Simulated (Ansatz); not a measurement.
Data:

Cs2HgPdCl6 (space group I4/mmm)

```yaml
crystal:
  lattice:
    - [-3.74556, 3.74556, 5.37943]
    - [3.74556, -3.74556, 5.37943]
    - [3.74556, 3.74556, -5.37943]
  atoms:
    - { symbol: Cs, position: [0.75000, 0.25000, 0.50000] }
    - { symbol: Cs, position: [0.25000, 0.75000, 0.50000] }
    - { symbol: Hg, position: [0.50000, 0.50000, 0.00000] }
    - { symbol: Pd, position: [0.00000, 0.00000, 0.00000] }
    - { symbol: Cl, position: [0.71803, 0.71803, 0.00000] }
    - { symbol: Cl, position: [0.28197, 0.28197, 0.00000] }
    - { symbol: Cl, position: [0.21975, 0.21975, 0.43949] }
    - { symbol: Cl, position: [0.78025, 0.78025, 0.56051] }
    - { symbol: Cl, position: [0.21975, 0.78025, 0.00000] }
    - { symbol: Cl, position: [0.78025, 0.21975, 0.00000] }
```

The volume is varied about the relaxed value V₀ at fixed cell shape. The atoms relax within the cell's symmetry.

Method: r2SCAN (plane waves to 500 eV, PAW, scalar-relativistic; Ansatz, an electronic-structure program). k mesh 6×6×6 (Γ-centred), Fermi-Dirac smearing 0.05 eV. Energies are smeared free energies. Compression counts positive. With the shape held, the modulus is that of even scaling; a crystal free to change shape is softer. Cs2HgPdCl6 is run without spin polarisation and with no Hubbard U. Cs2HgPdCl6 was relaxed with its symmetry unable to fall. Spin-orbit coupling is left out, though Hg is heavy. The zero of ΔE is the relaxed starting cell.

The scan covers V/V₀ from 0.940 to 1.060 in 13 points.

**Question.** What pressure does the cell carry at V/V₀ = 0.940?

**Answer.** 1.36 GPa.

**Question.** What is ΔE at V/V₀ = 0.940?

**Answer.** 7.1 meV/atom.

**Question.** What is ΔE at V/V₀ = 1.060?

**Answer.** 5.4 meV/atom.

(A scan under strain: stresses follow from slopes of the energy per volume, elastic moduli from its curvatures.)
